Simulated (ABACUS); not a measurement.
Input and output of a self-consistent single point for a model cell of FeGe (I4mm, 2 atoms in the cell; prototype structure) (ABACUS).

Computed with PBE, numerical atomic orbitals TZP (confined pseudo-atomic orbitals with Gaussian additions; energy shift 0.01 Ry), PseudoDojo 0.5 standard norm-conserving PBE (tails mended) pseudopotentials in ABACUS 3.10.1.

The change in words: atom 1 moved by -0.08 angstrom along y. Reference geometry (Fm-3m):
```yaml
crystal:
  lattice:
    - [0.00000, 2.57971, 2.57971]
    - [2.57971, 0.00000, 2.57971]
    - [2.57971, 2.57971, 0.00000]
  atoms:
    - { symbol: Ge, position: [0.00000, 0.00000, 0.00000] }
    - { symbol: Fe, position: [0.50000, 0.50000, 0.50000], spin: 4.0 }
```
(The spins are starting values, not results.)

Reference input (self-consistent single point, DFT, PBE, numerical atomic orbitals TZP (confined pseudo-atomic orbitals with Gaussian additions; energy shift 0.01 Ry), PseudoDojo 0.5 standard norm-conserving PBE (tails mended) pseudopotentials): basis = TZP numerical atomic orbitals, energy shift 0.01 Ry; KPT = MP 11 11 11 0 0 0; basis_type = lcao; ecutwfc = 100 Ry; smearing_method = fd; smearing_sigma = 0.00367493 Ry; nspin = 2; potentials = PseudoDojo 0.5 standard norm-conserving PBE (tails mended); symmetry = 1; symmetry_prec = 1e-05; nbands = 21; ks_solver = genelpa. This run's input differs from it in these lines:

```diff
@@ -44,3 +44,3 @@
 1
-   0.0000000000    0.0000000000    0.0000000000 mag 0.00
+  -0.0155060000    0.0155060000   -0.0155060000 mag 0.00
```

Output, abridged:

```
 SELF-CONSISTENT
 -------------------------------------------

                  longest orb rcut (Bohr) = 7.2
   longest nonlocal projector rcut (Bohr) = 1.94
                     search radius (Bohr) = 18.3

                          real space grid = [ 45, 45, 45 ]
                                 init_chg = atomic

 LCAO ALGORITHM --------------- ION=   1  ELEC=   1--------------------------------
          total magnetism (Bohr mag/cell) = 2.64572
       absolute magnetism (Bohr mag/cell) = 2.86993
                        nelec for spin up = 16.3229
                      nelec for spin down = 13.6771

 Density error is 0.0534490746496
   [... lines left out ...]
 E_KohnSham     -429.2424765441      -5840.1435046315
 E_Fermi        0.9282137224         12.6289955868

 LCAO ALGORITHM --------------- ION=   1  ELEC=  16--------------------------------
          total magnetism (Bohr mag/cell) = 2.64995
       absolute magnetism (Bohr mag/cell) = 2.98936
                        nelec for spin up = 16.325
                      nelec for spin down = 13.675

 Density error is 6.25779800629e-08
 E_KohnSham     -429.2424765441      -5840.1435046311
 E_KS(sigma->0) -429.2415871445      -5840.1314037284
 E_entropy(-TS) -0.0017787992        -0.0242018053
 E_Fermi        0.9282136666         12.6289948272
 charge density convergence is achieved
 final etot is -5840.1435046 eV
 EFERMI = 12.628994827 eV

 STATE ENERGY(eV) AND OCCUPATIONS    NSPIN == 2
SPIN UP :
   [... 18 lines left out ...]

SPIN DOWN :
   [... 18 lines left out ...]

-------------------------------------------------
 Total Magnetism (uB)
-------------------------------------------------
                        Ge1        -0.2808234494
                        Fe1         2.9307723016
-------------------------------------------------

 TOTAL-FORCE (eV/Angstrom)
                       Ge1         0.0000000000         0.2835735706         0.0000000000
                       Fe1         0.0000000000        -0.2835735706         0.0000000000

 TOTAL-STRESS (KBAR)
       -69.8056733107         0.0000000000         0.0000000000
         0.0000000000       -60.9762782185         0.0000000000
        -0.0000000000         0.0000000000       -69.8056733107
 TOTAL-PRESSURE: -66.862542 KBAR

 --------------------------------------------
 !FINAL_ETOT_IS -5840.1435046310798498 eV
 --------------------------------------------
```

The run converged in 16 iterations. Against the reference run the free energy rises by 5.6 meV/atom, the pressure goes from -6.90 to -6.69 GPa, the largest force goes from under 0.1 to 0.28 eV/Å and the net moment moves little (1.33 to 1.32 μB/atom).

The starting geometry comes from a prototype or from typed values, not from a relaxation at this level; it need not be a known phase. The atom-centred basis is finite, which shifts total energies, pressures and forces against plane waves. The run is spin-polarised and ends with a net moment of 2.65 μB in the cell. With one magnetic atom the cell allows parallel order alone; another order can lie lower.

Cost on one core: roughly 90 core-seconds.

The atomic orbitals were generated for these runs; they are not ABACUS's published sets and were checked against plane waves on a few crystals only.

“Tails mended”: in these copies of the files the far tail of each local potential was reset to the Coulomb form.
